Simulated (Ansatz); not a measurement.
## Bi₂S₃, one structure, two calculations

Cell: a Materials Project structure (computed, not necessarily an observed phase).

Space group Pnma (No. 62); a = 11.5936, b = 3.9978, c = 11.1606 Å.

| site | Wyckoff | site symmetry | x | y | z |
| --- | --- | --- | --- | --- | --- |
| Bi1 | 4c | .m. | 0.0176 | 0.2500 | 0.3263 |
| Bi5 | 4c | .m. | 0.1565 | 0.7500 | 0.0326 |
| S9 | 4c | .m. | 0.4518 | 0.7500 | 0.3712 |
| S13 | 4c | .m. | 0.1216 | 0.7500 | 0.4436 |
| S17 | 4c | .m. | 0.7106 | 0.2500 | 0.3087 |

One atom of each set is listed.

First run. Computed with Ansatz: DFT, PBE, plane waves and PAW, scalar-relativistic, 420 eV cutoff, Γ-centred 3×7×3 k-points, Fermi–Dirac smearing 0.02 eV.

```csv
site,V_zz (10²¹ V/m²),η
Bi1,-11.00,0.79
Bi5,-21.9,0.11
S9,4.92,0.82
S13,-9.30,0.27
S17,-3.24,0.40
```

Second run. The same atoms and settings, except that the functional is LDA.

Question: What does the second run give?

Answer: 

```
site    V_zz     η  change of V_zz
 Bi1  -10.49  0.78           +0.51
 Bi5   -21.0  0.12           +0.88
  S9    5.06  0.79           +0.14
 S13   -9.35  0.28           -0.05
 S17   -3.26  0.37           -0.02
```

The largest change of V_zz is on Bi5, from -21.9 to -21.0. In per cent, |V_zz| changes by -5 to -4 on Bi, 0 to +3 on S (all sites that start above 0.5).

Spin–orbit coupling is left out, which shifts gradients on Bi by a few per cent, and by more where contributions nearly cancel.
